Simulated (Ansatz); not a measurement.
## Notes on a calculation: Zn (hcp)

**The experiment.** The Crystallography Open Database holds a cell as deposited of hexagonal Zn (space group P6_3/mmc), temperature not stated (1963): a, c = 2.665, 4.947 Å, 15.21 Å³/atom.

Level of theory: DFT, PBE, scalar-relativistic, no spin polarisation; plane waves to 420 eV with PAW datasets (Ansatz 0.2.0), 18×18×8 k-mesh, Gaussian smearing of 0.05 eV. The datasets are Ansatz's generated set soft_2.

The start, 1 % under the database's volume:

```yaml
crystal:
  lattice:
    - [2.66000, 0.00000, 0.00000]
    - [-1.33000, 2.30363, 0.00000]
    - [0.00000, 0.00000, 4.93696]
  atoms:
    - { symbol: Zn, position: [0.33333, 0.66667, 0.75000] }
    - { symbol: Zn, position: [0.66667, 0.33333, 0.25000] }
```

The steps in volume:

| run | level | k-mesh | kind | V (Å³/atom) | P (GPa) | E − E(final) (meV/atom) | gap on the mesh (eV) |
| --- | --- | --- | --- | --- | --- | --- | --- |
| 1 | PBE | 18×18×8 | cell and atoms relaxed | 15.34 | 0.0 | 0.0 | metal |

Cell and atoms are those of this level's equilibrium.

The final structure (symmetry read at 0.01 Å). It takes space group P6_3/mmc (No. 194, hexagonal). Conventional cell: a = 2.633 Å, b = 2.633 Å, c = 5.112 Å, α = 90.00°, β = 90.00°, γ = 120.00°. Around Zn (site symmetry -6m2) lie 12 Zn at 2.63 to 2.97 Å. (Shells end 15 % past the nearest neighbour.)

```json
{"atom": "Zn", "site": "2d", "symmetry": "-6m2", "x": "0.3333", "y": "0.6667", "z": "0.7500"}
```

- At the final geometry the gap, band path included, is zero (metallic).
- The runs in the table took roughly 1.1 core-minutes.

**Against experiment.** PBE gives 2.633, 5.112 Å and 15.34 Å³/atom, +0.8 % in volume (+0.3 % in length) from the database's cell. The axes miss by −1.2 %, +3.3 %, so errors cancel in the volume. PBE usually overestimates volumes by a few per cent.
